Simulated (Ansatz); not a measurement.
Data:

YSi$_{2}$:
```cif
data_Si2Y
_chemical_formula_sum 'Y1 Si2'
_space_group_name_H-M_alt 'P6/mmm'
_space_group_IT_number 191
_space_group_name_Hall '-P 6 2'
_cell_length_a 4.05961
_cell_length_b 4.05961
_cell_length_c 3.90857
_cell_angle_alpha 90.000
_cell_angle_beta 90.000
_cell_angle_gamma 120.000
loop_
_atom_site_label
_atom_site_type_symbol
_atom_site_symmetry_multiplicity
_atom_site_Wyckoff_symbol
_atom_site_fract_x
_atom_site_fract_y
_atom_site_fract_z
_atom_site_occupancy
Y1 Y 1 a 0.00000 0.00000 0.00000 1
Si1 Si 2 d 0.33333 0.66667 0.50000 1
```

This is the PBEsol-relaxed structure.

Problem. All from DFT-PBEsol in the program Ansatz with PAW potentials, unless another level is named. Predict the electronic character.

Solution. metallic (no gap).

Problem. What about the density of states at the Fermi level?

Solution. 0.72 states/eV per atom (mean over ±0.08 eV).

Problem. Give the formation energy from the elements (no fitted shifts).

Solution. -0.62 eV/atom.

Problem. Predict the gap with spin–orbit coupling.

Solution. none (metallic).

Its axis ratio c/a = 0.96 departs by over 6 % from that of the usual cell of this phase: another minimum, or an error of the functional. The cell was relaxed with PBEsol under the symmetry of its start. At this level the phase is mechanically unstable. The run is not spin-polarised. The references are the lowest solids computed at this level, not always the standard phases. Spin–orbit coupling is left out wherever it is not named.

Potentials: the later of the program's two PAW sets.
